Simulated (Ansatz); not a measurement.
## What moves the field gradients of HfO2 with Au replacing Hf?

Cell of run 1: a supercell of HfO2 (fluorite type, Fm-3m) built from a structure deposited in the COD, with all atoms left at the host's positions.

Space group Fm-3m (No. 225); a = 10.2300 Å.

```
site  Wyckoff  site symmetry       x       y       z
  Au       4a           m-3m  0.0000  0.0000  0.0000
 Hf2      24d           m.mm  0.2500  0.2500  0.0000
 Hf8       4b           m-3m  0.5000  0.5000  0.5000
  O9      32f            .3m  0.1250  0.1250  0.1250
 O12      32f            .3m  0.6250  0.3750  0.3750
```

One atom of each set is listed; the run and its k-mesh use a cell of 24 atoms with edges of 7.23, 7.23, 7.23 Å.

Relaxed positions (PBE, cell held):

Au (0.0000, 0.0000, 0.0000)
Hf2 (0.2500, 0.2500, 0.0000)
Hf8 (0.5000, 0.5000, 0.5000)
O9 (0.1315, 0.1315, 0.1315)
O12 (0.6233, 0.3767, 0.3767)

All runs are DFT with Ansatz 0.2.0 (plane waves and PAW, scalar-relativistic unless spin–orbit coupling is named, Γ-centred meshes, Fermi–Dirac smearing where given) in this cell, at cell charge -1.

Run 1: PBE, atoms at the host's positions; 420 eV, 3×3×3 k-points, smearing 0.01 eV.
Run 2: PBE, atoms relaxed; 420 eV, 3×3×3 k-points, smearing 0.01 eV.
Run 3: r2SCAN, at the relaxed atoms; 500 eV, 3×3×3 k-points, smearing 0.01 eV.

```
run  Hf2 V_zz (η)  O9 V_zz (η)  O12 V_zz (η)
  1  -4.58 (0.88)  3.84 (0.00)   0.31 (0.00)
  2             ?            ?             ?
  3   7.86 (0.20)  4.10 (0.00)  -0.16 (0.00)
```

V_zz in 10²¹ V/m²; 3 of the 5 sets of like atoms are followed.

**Question.** Estimate the row of run 2.

**Answer.** Hf2: 7.90 (0.16); O9: 4.09 (0.00); O12: -0.10 (0.00). It lies nearest to run 3, from whose tensors on these sites it differs by 0.16 at most (largest principal value of the difference, on Hf2). Taken one at a time, the positions of the atoms (as given or relaxed) move the tensors on these sites by up to 4.86 (largest principal value of the change, on Hf2), the functional (r2SCAN with its higher cutoff) by 0.16 (Hf2). On some sites the largest principal value moves to another axis from run to run, and the sign of V_zz can flip with it. The defect's own atom has next to no gradient in any run.

The defect repeats with the cell of 24 atoms, so it feels its images: sites between two images don't show the values beside a lone defect, and zeros or small values of η there can come from the images' arrangement. This high-symmetry form of HfO2 is unstable when cold, to shifts of the oxygen columns, towards the tetragonal form. The symmetry of the cell holds that distortion back, wholly or in part, and it would change the field gradients, the more the larger the distortion. A uniform background compensates the cell's charge. Without spin–orbit coupling the gradients at and beside Au and Hf can be off by some per cent, at some sites by more. The relaxation keeps the site symmetry m-3m of the start, so the impurity can't leave its site; a distortion that would localise the partly filled state isn't explored. In run 1 the atoms aren't at the calculated equilibrium (largest force 1.7 eV/Å). In runs 1, 2, 3 the defect cell has no gap above 0.1 eV, so the values hang on the smearing and the k-mesh. The run isn't spin-polarised, and a state with spin may lie lower.
